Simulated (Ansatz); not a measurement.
Data:

Bi$_{2}$CuTe$_{3}$:
```
Bi2CuTe3
1.0
    4.20577     0.00000     0.00000
   -2.10288     3.64230     0.00000
    0.00000     0.00000    11.13544
Te Bi Cu
3 2 1
Direct
  0.33333   0.66667   0.63031
  0.00000   0.00000   0.00000
  0.66667   0.33333   0.36969
  0.66667   0.33333   0.81051
  0.33333   0.66667   0.18949
  0.00000   0.00000   0.50000
```

This is the r²SCAN+D4-relaxed structure.

Question: All from r²SCAN+D4 in the plane-wave PAW code Ansatz, unless another level is named. Predict the electronic character.

Answer: metallic (no gap).

Question: And the formation energy from the elements (no fitted shifts)?

Answer: -0.060 eV/atom.

Question: Next, the density of states at the Fermi level?

Answer: 0.40 states/eV per atom (mean over ±0.08 eV).

Question: Predict the gap with spin–orbit coupling.

Answer: none (metallic).

Space group P-3m1. A made-up cell: these elements were put on the sites of a structure type; neither database checked (COD, Materials Project) lists it. Whether it is the stable phase at ambient conditions was not checked. The r²SCAN+D4 relaxation kept the symmetry of its start; whether a distortion lowers the energy is not shown. The run is not spin-polarised. With an odd number of electrons in the cell and no spin polarisation, the count alone makes it a metal. The references are the lowest solids computed at this level, not always the standard phases. Scalar-relativistic: spin–orbit coupling is off unless named, which matters more the heavier the elements.

Potentials: the later of the program's two PAW sets.
